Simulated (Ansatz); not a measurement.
Here is the system:

Ba:
```
Ba
1.0
    0.00000     3.78205     3.78205
    3.78205     0.00000     3.78205
    3.78205     3.78205     0.00000
Ba
2
Cartesian
  0.00000   0.00000   0.00000
  1.89102   1.89102   1.89102
```

This is the r²SCAN-relaxed structure.

Problem. All from DFT-r²SCAN in the program Ansatz with PAW potentials, unless another level is named. Estimate the density of states at the Fermi level.

Solution. 0.39 states/eV per atom (mean over ±0.08 eV).

Problem. What about the gap with spin–orbit coupling?

Solution. none (metallic).

Space group Fd-3m (diamond). The start of the workflow was typed in or built on a structure type; neither database checked (COD, Materials Project) lists it. It is not the phase usual at ambient conditions (space group No. 229). The r²SCAN relaxation kept the symmetry of its start. At this level the phase is mechanically unstable. The volume moved by -46 % from the start of the relaxation. Scalar-relativistic: spin–orbit coupling is off unless named, which matters more the heavier the elements.

Potentials: the later of the program's two PAW sets.
